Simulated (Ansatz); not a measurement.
Input, command and steps of an Ansatz relaxation.

```yaml
crystal:
  lattice:
    - [-1.7844412109, 1.7844412109, 4.7616486374]
    - [1.7844412109, -1.7844412109, 4.7616486374]
    - [1.7844412109, 1.7844412109, -4.7616486374]
  atoms:
    - { symbol: "Y", position: [0.0, 0.0, 0.0] }
    - { symbol: Co, position: [0.75, 0.25, 0.5] }
    - { symbol: Co, position: [0.25, 0.75, 0.5] }
    - { symbol: B, position: [0.3467033981, 0.3467033981, 0.0] }
    - { symbol: B, position: [0.6532966019, 0.6532966019, 0.0] }
basis:
  ecutwfc: 420
kpoints:
  mp_grid: { grid: [14, 14, 14] }
hamiltonian:
  xc: pbesol
scf:
  occupations: { method: gaussian, width: 0.1 }
output:
  forces: true
  stress: true
  eigenvalues: true
relax:
  adjacent_minimum: "off"
  f_tol: 0.01
  max_steps: 30
  cell: { stress_tol: 0.1, fix: [volume] }
```

```bash
ansatz run input.yaml --threads 1 --pin off --max-ram 2560MiB --backend cpu --events-out ev --progress --plain --runs-dir out
```

Theory: Ansatz, DFT PBEsol, scalar-relativistic, plane waves, PAW.

The volume is held at 1.06 times that of the relaxed cell.

Of 5 frames 4 are shown, positions in Å and forces in eV/Å; the SCF threshold varies from step to step. Steps run on the plane waves of an earlier cell, with a Pulay correction in the pressure. The basis is chosen afresh for the last frame, the zero of the energies, and at times for earlier ones too; energy and pressure step there, also at an unchanged geometry. Spin polarisation was left out; whether the Co atoms would carry moments isn't shown by this run.

```xyz
5
Lattice="-1.7844 1.7844 4.7616 1.7844 -1.7844 4.7616 1.7844 1.7844 -4.7616" Properties=species:S:1:pos:R:3:forces:R:3 pbc="T T T" step=1 free_energy_over_end_meV_per_atom=1.52 pressure_GPa=-9.13
Y     0.0000    0.0000    0.0000    0.0000    0.0000    0.0000
Co    0.0000    1.7844    2.3808    0.0000    0.0000    0.0000
Co    1.7844    0.0000    2.3808    0.0000    0.0000    0.0000
B     0.0000    0.0000    3.3018    0.0000    0.0000   -0.2284
B     0.0000    0.0000    6.2215    0.0000    0.0000    0.2284
5
Lattice="-1.7813 1.7813 4.7786 1.7813 -1.7813 4.7786 1.7813 1.7813 -4.7786" Properties=species:S:1:pos:R:3:forces:R:3 pbc="T T T" step=2 free_energy_over_end_meV_per_atom=0.61 pressure_GPa=-8.62
Y     0.0000    0.0000    0.0000    0.0000    0.0000    0.0000
Co    0.0000    1.7813    2.3893    0.0000    0.0000    0.0000
Co    1.7813    0.0000    2.3893    0.0000    0.0000    0.0000
B     0.0000    0.0000    3.3046    0.0000    0.0000   -0.1579
B     0.0000    0.0000    6.2526    0.0000    0.0000    0.1579
5
Lattice="-1.7787 1.7787 4.7924 1.7787 -1.7787 4.7924 1.7787 1.7787 -4.7924" Properties=species:S:1:pos:R:3:forces:R:3 pbc="T T T" step=3 free_energy_over_end_meV_per_atom=0.01 pressure_GPa=-7.74
Y     0.0000    0.0000    0.0000    0.0000    0.0000    0.0000
Co    0.0000    1.7787    2.3962    0.0000    0.0000    0.0000
Co    1.7787    0.0000    2.3962    0.0000    0.0000    0.0000
B     0.0000    0.0000    3.2965    0.0000    0.0000   -0.0030
B     0.0000    0.0000    6.2883    0.0000    0.0000    0.0030
5
Lattice="-1.7793 1.7793 4.7891 1.7793 -1.7793 4.7891 1.7793 1.7793 -4.7891" Properties=species:S:1:pos:R:3:forces:R:3 pbc="T T T" step=5 free_energy_over_end_meV_per_atom=0.00 pressure_GPa=-7.76
Y     0.0000    0.0000    0.0000    0.0000    0.0000    0.0000
Co    0.0000    1.7793    2.3946    0.0000    0.0000    0.0000
Co    1.7793    0.0000    2.3946    0.0000    0.0000    0.0000
B     0.0000    0.0000    3.2941    0.0000    0.0000   -0.0008
B     0.0000    0.0000    6.2842    0.0000    0.0000    0.0008
```

The run took 55 s on 1 thread of Intel(R) Xeon(R) 6975P-C (Granite Rapids), on a shared host, peak memory 0.69 GiB.